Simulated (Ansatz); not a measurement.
What does Ansatz print for the nuclei with this input?

The cell is a structure deposited in the COD whose atoms were relaxed with PBE, the cell held.

```yaml
crystal:
  lattice:
    - [2.9916, 0.0, 0.0]
    - [0.0, 2.9916, 0.0]
    - [0.0, 0.0, 2.9916]
  atoms:
    - { symbol: Al, position: [0.0, 0.0, 0.0] }
    - { symbol: Ru, position: [0.5, 0.5, 0.5] }
kpoints:
  mp_grid: { grid: [16, 16, 16] }
scf:
  occupations: { method: fermi_dirac, width: 0.05 }
hamiltonian:
  xc: lda
  pseudopotentials: { kind: paw }
output:
  forces: true
  stress: true
  populations: true
  efg:
    quadrupole_moments_barn: { Al: 0.1466, Ru: 0.079 }
    contact_densities: true
```

```sh
ansatz run input.yaml --threads 1 --pin off --max-ram 3072MiB --backend cpu --events-out ev --progress --plain --runs-dir out
```

Of the output, the block on the nuclei alone is shown; the set-up, the SCF iterations, energies, forces and stress are cut. One atom of each set with nearly equal values is shown.

```
--- PAW observables at the nuclei: V_zz in 10²¹ V/m², potentials from the cell's mean, atoms counted from 1 ---
  atom   1  Al V_zz =    -0.000000   η = 0.0000   by run symmetry: forbidden   C_q = -0.0000 MHz
            electrostatic potential = -1239.747444 V   contact ρ = 9983.392830 e/Å³
  atom   2  Ru V_zz =    +0.000000   η = 0.0000   by run symmetry: forbidden   C_q = +0.0000 MHz
            electrostatic potential = -6799.253946 V   contact ρ = 716463.446878 e/Å³
```

The run took 3.5 s of wall time (3.5 s of CPU time) and 0.4 GiB at its peak, on 1 thread of Intel Xeon 6975P-C (Granite Rapids) (x86_64; 16 cores open to the job, memory cap 3.0 GiB, no GPU), a shared host with a load of 0.5 a core.

At this cell the LDA pressure is -8 GPa, so with LDA the cell would shrink if it were relaxed.
